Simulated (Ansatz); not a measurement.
**Structures of TiRu2: which is lowest?**

Plane-wave DFT in Ansatz with scalar-relativistic PAW potentials, cutoff 420 eV, Γ-centred meshes chosen by cell and gap, Gaussian smearing with energies taken to zero width. Every cell was relaxed (cell and atoms) in a run of its own, within the symmetry of its start. Functional: PBE.

Relaxed structures (starts from databases or built by putting these elements on another compound's sites):
A. P6/mmm, 3 atoms in the computed cell, a = 4.313 Å, c = 2.779 Å; sites (symmetry × multiplicity) Ti 6/mmm × 1, Ru -6m2 × 2; start: built
B. Fm-3m, 3 atoms in the computed cell, a = 5.832 Å; sites (symmetry × multiplicity) Ti m-3m × 4, Ru -43m × 8; start: built

Question: Rank them by energy. Could pressure change the order?

Answer:
| structure | group | E − E(lowest) (meV/atom) | V (Å³/atom) | gap on mesh (eV) |
| --- | --- | --- | --- | --- |
| A | P6/mmm | 0.0 | 14.92 | 0.00 |
| B | Fm-3m | 437 | 16.53 | 0.00 |

A is lowest, 437 meV/atom under B. The lowest is also the densest of these, so pressure wouldn't bring one of the others in at first order. Other structures may lie lower than all of these, and vibrations aren't counted.